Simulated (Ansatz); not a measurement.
Polymorphs of CuI, each relaxed with plane-wave PAW PBE (Ansatz code):

A: P3_121
a = 5.357 Å, b = 5.357 Å, c = 10.059 Å, α = 90.00°, β = 90.00°, γ = 120.00°

```json
[
 {"atom": "Cu", "site": "3a", "symmetry": ".2.", "x": "0.8300", "y": "0.8300", "z": "0.0000"},
 {"atom": "I", "site": "3b", "symmetry": ".2.", "x": "0.3785", "y": "0.3785", "z": "0.5000"}
]
```

B: CsCl type (Pm-3m)
a = b = c = 3.6499 Å, α = β = γ = 90.00°

| atom | site | symmetry | x | y | z |
|---|---|---|---|---|---|
| Cu | 1a | m-3m | 0.0000 | 0.0000 | 0.0000 |
| I | 1b | m-3m | 0.5000 | 0.5000 | 0.5000 |

Put the candidates in order of energy per atom at 0 K, lowest first, for PBE.

A (+0 meV/atom), B (+574 meV/atom)

Give each one's gap.

A 2.63 eV; B no gap.

Typed or built starts, not in the databases checked: A; B. Not the usual ambient phase: A; B. Began spin-polarised and lost the moments: A; B. All cells were relaxed under the symmetry of their starts (and spin orders); stability against distortions was not tested throughout. Spin–orbit coupling is left out wherever it is not named.

Energies hold the estimated change up to a 700 eV cutoff; steps of a few meV lie near the error of the meshes.

Potentials: the earlier of the program's two PAW sets.
